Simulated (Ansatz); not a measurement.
Data:

LaGe2Pd2:
```cif
data_Ge4La2Pd4
_chemical_formula_sum 'La2 Ge4 Pd4'
_space_group_name_H-M_alt 'I4/mmm'
_space_group_IT_number 139
_space_group_name_Hall '-I 4 2'
_cell_length_a 4.39021
_cell_length_b 4.39021
_cell_length_c 10.10326
_cell_angle_alpha 90.000
_cell_angle_beta 90.000
_cell_angle_gamma 90.000
loop_
_atom_site_label
_atom_site_type_symbol
_atom_site_symmetry_multiplicity
_atom_site_Wyckoff_symbol
_atom_site_fract_x
_atom_site_fract_y
_atom_site_fract_z
_atom_site_occupancy
La1 La 2 a 0.00000 0.00000 0.00000 1
Ge1 Ge 4 e 0.00000 0.00000 0.37579 1
Pd1 Pd 4 d 0.00000 0.50000 0.25000 1
```
(The calculation used a cell of 5 atoms; values per cell refer to that cell.)

This is the r²SCAN-relaxed structure.

Task: All from r²SCAN in the plane-wave PAW code Ansatz, unless another level is named. Predict the electronic character.

Result: metallic (no gap).

Task: What about the density of states at the Fermi level?

Result: 0.53 states/eV per atom (mean over ±0.08 eV).

Task: Predict the formation energy from the elements (no fitted shifts).

Result: -0.89 eV/atom.

The workflow started from a Materials Project entry (that database holds measured and hypothetical structures alike); the Crystallography Open Database copy checked does not list it. Whether it is the stable phase at ambient conditions was not checked. The r²SCAN relaxation kept the symmetry of its start; whether a distortion lowers the energy is not shown. No spin polarisation was allowed. The references are the lowest solids computed at this level, not always the standard phases. Spin–orbit coupling is left out wherever it is not named.

Potentials: the later of the program's two PAW sets.
